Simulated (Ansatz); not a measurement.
YRu2Si2 (space group I4/mmm)

```
CELL_PARAMETERS angstrom
     -2.08274     2.08274     4.76860
      2.08274    -2.08274     4.76860
      2.08274     2.08274    -4.76860
ATOMIC_POSITIONS crystal
  Y  0.00000 0.00000 0.00000
  Si 0.36697 0.36697 0.00000
  Si 0.63303 0.63303 0.00000
  Ru 0.25000 0.75000 0.50000
  Ru 0.75000 0.25000 0.50000
```

Two coordinates are scanned: the volume, and the ratio of the stretch along z (the conventional c axis) to the stretch across it. Atoms keep their fractional coordinates.

Method: r2SCAN (plane waves to 500 eV, PAW, scalar-relativistic; Ansatz, a program for electronic structure). k mesh 16×16×16 (Γ-centred), Fermi-Dirac smearing 0.05 eV. Stress and pressure are positive under compression. As the atoms are clamped, bonds stretch with the cell, which overstates energies and stresses. With partly filled bands, the response to shear is sensitive to the k mesh, so small differences along c/a are uncertain. YRu2Si2 is run without spin polarisation. YRu2Si2 was relaxed with its symmetry unable to fall. 

| σzz (GPa) | V/V₀ = 0.920 | V/V₀ = 0.960 | V/V₀ = 1.000 | V/V₀ = 1.040 | V/V₀ = 1.080 |
|---|---|---|---|---|---|
| (c/a)/(c/a)₀ = 0.960 | 19.7 | 11.0 | (withheld) | -2.0 | -6.8 |
| (c/a)/(c/a)₀ = 0.980 | 17.5 | 8.8 | 1.8 | -3.9 | -8.5 |
| (c/a)/(c/a)₀ = 1.000 | 15.4 | 6.9 | 0.0 | -5.6 | -10.1 |
| (c/a)/(c/a)₀ = 1.020 | 13.5 | 5.1 | -1.7 | -7.2 | -11.6 |
| (c/a)/(c/a)₀ = 1.040 | (withheld) | (withheld) | -3.1 | -8.5 | -12.9 |

Fill in the missing entries.


- (c/a)/(c/a)₀ = 0.960, V/V₀ = 1.000: 3.8
- (c/a)/(c/a)₀ = 1.040, V/V₀ = 0.920: 12.0
- (c/a)/(c/a)₀ = 1.040, V/V₀ = 0.960: 3.6

(Under strain, the slope of the energy per volume gives the stress and its curvature an elastic modulus.)
